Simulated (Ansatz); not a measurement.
## SiO2: do energies and stresses tell the same story?

Level of theory: DFT r2SCAN, scalar-relativistic, plane waves, PAW in Ansatz.

Settings: cutoff 500 eV, Γ-centred mesh 8×8×8 on the computed 6-atom cell, Gaussian smearing of 0.02 eV; no spin polarisation.

Relaxed cell: I-42d, a = 4.946 Å, b = 4.946 Å, c = 7.313 Å, α = 90.00°, β = 90.00°, γ = 90.00°, 6 atoms in the primitive cell. This form isn't the usual stable structure of the compound.

Energies at zero smearing and pressures from the stress tensor, at volumes with shape and atoms relaxed:
| V (Å³/atom) | E − E(first) (meV/atom) | P (GPa) |
| --- | --- | --- |
| 13.121 | 0.00 | 3.52 |
| 13.569 | -8.36 | 2.48 |
| 14.016 | -13.97 | 1.55 |
| 14.463 | -17.16 | 0.76 |
| 14.910 | -18.17 | 0.00 |
| 15.358 | -17.24 | -0.69 |
| 15.805 | -14.55 | -1.25 |
| 16.402 | -8.51 | -1.99 |

Problem. Check P = −dE/dV between neighbouring volumes, and get the bulk modulus from the pressures alone.

Solution. With 1 eV/Å³ = 160.2 GPa:
| middle V (Å³/atom) | −ΔE/ΔV (GPa) | mean P (GPa) |
| --- | --- | --- |
| 13.345 | 2.995 | 3.002 |
| 13.792 | 2.010 | 2.017 |
| 14.240 | 1.140 | 1.152 |
| 14.687 | 0.362 | 0.376 |
| 15.134 | -0.333 | -0.345 |
| 15.581 | -0.961 | -0.967 |
| 16.103 | -1.623 | -1.621 |

The two differ by 0.01 GPa at most. The mean of two end pressures misses the average over a step by about ΔV² P″/12, up to 0.02 GPa here; with that taken off 0.01 GPa remains. Around V = 14.910 Å³/atom, the two neighbours give B = −V ΔP/ΔV = 14.910 × 1.44 / 0.895 = 24.0 GPa, against B0 = 23.4 GPa from the Birch–Murnaghan fit of the energies.